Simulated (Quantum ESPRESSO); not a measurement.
# Si6CGe: input and log of a self-consistent run

Computed values, not a measurement. The program is pw.x of Quantum ESPRESSO 7.5 (plane-wave density functional theory). The cell is made up: 8 atoms on a zincblende/diamond lattice, with randomly drawn elements, strain and displacements, not relaxed. PseudoDojo standard norm-conserving files (v0.5 for PBE, v0.4.1 for LDA and PBEsol) set the functional; there is no spin polarisation, spin-orbit coupling or dispersion term, and the masses in the input are unused placeholders.

Input:

```
&control calculation='scf', pseudo_dir='./dojo.nc.sr.pbe.v0_5.standard.upf', outdir='./o', disk_io='low', tprnfor=.true., tstress=.true. /
&system ibrav=0, nat=8, ntyp=3, nbnd=31, ecutwfc=82.02448710, nosym=.true., tot_charge=0,
 occupations='smearing', smearing='fd', degauss=0.0073498644
/
&electrons conv_thr=7.350e-09, electron_maxstep=60, /
ATOMIC_SPECIES
C 1.0 C.upf
Ge 1.0 Ge.upf
Si 1.0 Si.upf
CELL_PARAMETERS angstrom
5.6609 0.0885 -0.0376
0.0885 5.6265 -0.0179
-0.0376 -0.0179 5.5633
ATOMIC_POSITIONS angstrom
Si -0.0301 -0.0458 -0.0054
Si 0.0909 2.8447 2.7333
Si 2.7473 0.1013 2.7589
C 2.7922 2.7642 -0.0382
Si 1.4636 1.429 1.5676
Si 1.4051 4.1249 4.1131
Ge 4.2315 1.4323 4.1303
Si 4.2567 4.3868 1.4187
K_POINTS automatic
6 6 6 1 1 1
```

The log is shortened where brackets say so; the opening notice, blank lines, dates and the lines on written files are dropped, and the path of the files is cut. It prints rydbergs, bohrs and kilobars, and counts compression as positive stress.

```
     Program PWSCF v.7.5
     Parallel version (MPI & OpenMP), running on       4 processor cores
     Number of MPI processes:                 4
     Threads/MPI process:                     1
     [start-up lines left out]
     bravais-lattice index     =            0
     lattice parameter (alat)  =      10.6991  a.u.
     unit-cell volume          =    1195.4252 (a.u.)^3
     number of atoms/cell      =            8
     number of atomic types    =            3
     number of electrons       =        42.00
     number of Kohn-Sham states=           31
     kinetic-energy cutoff     =      82.0245  Ry
     charge density cutoff     =     328.0979  Ry
     scf convergence threshold =      7.3E-09
     mixing beta               =       0.7000
     number of iterations used =            8  plain     mixing
     Exchange-correlation= PBE
                           (   1   4   3   4   0   0   0)
     [axes and pseudopotential details left out]
   Cartesian axes
     site n.     atom                  positions (alat units)
         1        Si     tau(   1) = (  -0.0053164  -0.0080894  -0.0009538  )
         2        Si     tau(   2) = (   0.0160552   0.5024448   0.4827688  )
         3        Si     tau(   3) = (   0.4852415   0.0178921   0.4872904  )
         4        C      tau(   4) = (   0.4931720   0.4882265  -0.0067471  )
         5        Si     tau(   5) = (   0.2585082   0.2523969   0.2768772  )
         6        Si     tau(   6) = (   0.2481756   0.7285600   0.7264758  )
         7        Ge     tau(   7) = (   0.7473882   0.2529798   0.7295137  )
         8        Si     tau(   8) = (   0.7518391   0.7748180   0.2505777  )
     number of k points=   108  Fermi-Dirac smearing, width (Ry)=  0.0073
     Number of k-points >= 100: set verbosity='high' to print them.
     Dense  grid:   119997 G-vectors     FFT dimensions: (  64,  64,  64)
     Estimated max dynamical RAM per process >     337.47 MB
     Estimated total dynamical RAM >       1.23 GB
     Initial potential from superposition of free atoms
     starting charge      41.9955, renormalised to      42.0000
     Starting wfcs are   37 randomized atomic wfcs
     total cpu time spent up to now is        5.6 secs
     per-process dynamical memory:   285.4 Mb
     Self-consistent Calculation
     iteration #  1     ecut=    82.02 Ry     beta= 0.70
     Davidson diagonalization with overlap
     ethr =  1.00E-02,  avg # of iterations =  3.3
     Threshold (ethr) on eigenvalues was too large:
     Diagonalizing with lowered threshold
     Davidson diagonalization with overlap
     ethr =  8.35E-04,  avg # of iterations =  1.8
     total cpu time spent up to now is       28.8 secs
     total energy              =    -240.95915662 Ry
     estimated scf accuracy    <       0.35847318 Ry
     iteration #  2     ecut=    82.02 Ry     beta= 0.70
     Davidson diagonalization with overlap
     ethr =  8.54E-04,  avg # of iterations =  5.5
     total cpu time spent up to now is       41.2 secs
     total energy              =    -240.88130438 Ry
     estimated scf accuracy    <       1.19783726 Ry
     iteration #  3     ecut=    82.02 Ry     beta= 0.70
     Davidson diagonalization with overlap
     ethr =  8.54E-04,  avg # of iterations =  3.0
     total cpu time spent up to now is       52.5 secs
     total energy              =    -241.08131321 Ry
     estimated scf accuracy    <       0.02877403 Ry
     iteration #  4     ecut=    82.02 Ry     beta= 0.70
     Davidson diagonalization with overlap
     ethr =  6.85E-05,  avg # of iterations =  6.1
     total cpu time spent up to now is       66.1 secs
     total energy              =    -241.08644442 Ry
     estimated scf accuracy    <       0.00401387 Ry
     iteration #  5     ecut=    82.02 Ry     beta= 0.70
     Davidson diagonalization with overlap
     ethr =  9.56E-06,  avg # of iterations =  5.9
     total cpu time spent up to now is       79.5 secs
     total energy              =    -241.08707921 Ry
     estimated scf accuracy    <       0.00057848 Ry
     iteration #  6     ecut=    82.02 Ry     beta= 0.70
     Davidson diagonalization with overlap
     ethr =  1.38E-06,  avg # of iterations =  4.7
     total cpu time spent up to now is       91.5 secs
     total energy              =    -241.08717985 Ry
     estimated scf accuracy    <       0.00005752 Ry
     iteration #  7     ecut=    82.02 Ry     beta= 0.70
     Davidson diagonalization with overlap
     ethr =  1.37E-07,  avg # of iterations =  2.1
     total cpu time spent up to now is      101.5 secs
     total energy              =    -241.08719266 Ry
     estimated scf accuracy    <       0.00000237 Ry
     iteration #  8     ecut=    82.02 Ry     beta= 0.70
     Davidson diagonalization with overlap
     ethr =  5.64E-09,  avg # of iterations =  4.0
     total cpu time spent up to now is      113.1 secs
     total energy              =    -241.08719336 Ry
     estimated scf accuracy    <       0.00000141 Ry
     iteration #  9     ecut=    82.02 Ry     beta= 0.70
     Davidson diagonalization with overlap
     ethr =  3.35E-09,  avg # of iterations =  2.0
     total cpu time spent up to now is      122.8 secs
     total energy              =    -241.08719356 Ry
     estimated scf accuracy    <       0.00000010 Ry
     iteration # 10     ecut=    82.02 Ry     beta= 0.70
     Davidson diagonalization with overlap
     ethr =  2.47E-10,  avg # of iterations =  2.4
     total cpu time spent up to now is      133.1 secs
     End of self-consistent calculation
     Number of k-points >= 100: set verbosity='high' to print the bands.
     the Fermi energy is     5.0892 ev
!    total energy              =    -241.08719358 Ry
     estimated scf accuracy    <          6.4E-09 Ry
     smearing contrib. (-TS)   =      -0.00170877 Ry
     internal energy E=F+TS    =    -241.08548481 Ry
     The total energy is F=E-TS. E is the sum of the following terms:
     one-electron contribution =    -124.68772340 Ry
     hartree contribution      =      81.52890685 Ry
     xc contribution           =     -65.55675292 Ry
     ewald contribution        =    -132.36991535 Ry
     convergence has been achieved in  10 iterations
     Forces acting on atoms (cartesian axes, Ry/au):
     atom    1 type  3   force =     0.02421473   -0.00172712    0.03319230
     atom    2 type  3   force =    -0.06027489   -0.00017351    0.00887433
     atom    3 type  3   force =     0.02603663   -0.06695119    0.05540463
     atom    4 type  1   force =     0.00044223    0.02025385    0.00141486
     atom    5 type  3   force =    -0.01632794    0.04201464   -0.14935963
     atom    6 type  3   force =     0.06532479    0.00174017    0.07350633
     atom    7 type  2   force =    -0.02926226    0.05768208    0.03561157
     atom    8 type  3   force =    -0.01015329   -0.05283893   -0.05864439
     Total force =     0.244632     Total SCF correction =     0.000339
     Computing stress (Cartesian axis) and pressure
          total   stress  (Ry/bohr**3)                   (kbar)     P=      -85.96
  -0.00060928  -0.00018602   0.00015936          -89.63      -27.36       23.44
  -0.00018602  -0.00057840   0.00005880          -27.36      -85.09        8.65
   0.00015936   0.00005880  -0.00056534           23.44        8.65      -83.16
     init_run     :      5.33s CPU      5.51s WALL (       1 calls)
     electrons    :    126.97s CPU    127.53s WALL (       1 calls)
     forces       :      1.75s CPU      1.76s WALL (       1 calls)
     stress       :      6.16s CPU      6.16s WALL (       1 calls)
     [timing details left out]
     PWSCF        :   2m20.36s CPU   2m21.18s WALL
     JOB DONE.
```

In other units: free energy -3280.158 eV for the cell, pressure -8.60 GPa, largest force component 3.840 eV/Å. A rerun of this cell at 1347 eV and a 8 x 8 x 8 mesh moved values by no more than 0.005 eV in energy, 0.02 GPa in stress and 0.007 eV/Å in force.